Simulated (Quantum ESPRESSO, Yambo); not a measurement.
Quasiparticle gap of LiF

```xyz
2
Lattice="0.0000 1.9525 1.9525 1.9525 0.0000 1.9525 1.9525 1.9525 0.0000" Properties=species:S:1:pos:R:3 pbc="T T T"
Li     0.0000     0.0000     0.0000
F      1.9525     1.9525     1.9525
```

Cell and atoms were relaxed with LDA from Materials Project entry mp-1138, within its symmetry.

Starting point: LDA (Quantum ESPRESSO, PseudoDojo norm-conserving, 84 Ry, no spin-orbit coupling). G0W0 in Yambo: 8×8×8 Γ-centred k mesh, 65 bands and a 14 Ry block in the screening, 65 bands in G with the Bruneval-Gonze terminator, plasmon pole fitted at 27.2 eV.

```yaml
LDA gap along the band path: 9.75 eV
LDA gap between the mesh's edge points (Γ → Γ): 9.75 eV
G0W0 gap between the same points: 14.74 eV
```

```
k point  band  E LDA (eV)  E QP (eV)  shift (eV)     Z
-------  ----  ----------  ---------  ----------  ----
Γ          VB        0.00      -2.95       -2.95  0.83
Γ          CB        9.75      11.79        2.03  0.89
K          VB       -0.86      -3.90       -3.04  0.83
K          CB       14.76      17.21        2.45  0.89
```

Energies count from the LDA valence-band maximum.

Nearest settings tried, and what they do to the gap: 49 bands in W, 49 bands in G: +5 meV; 11 Ry block (65 vectors against 113): -117 meV; 6×6×6 mesh: -16 meV. So the settings aren't converged at that level.
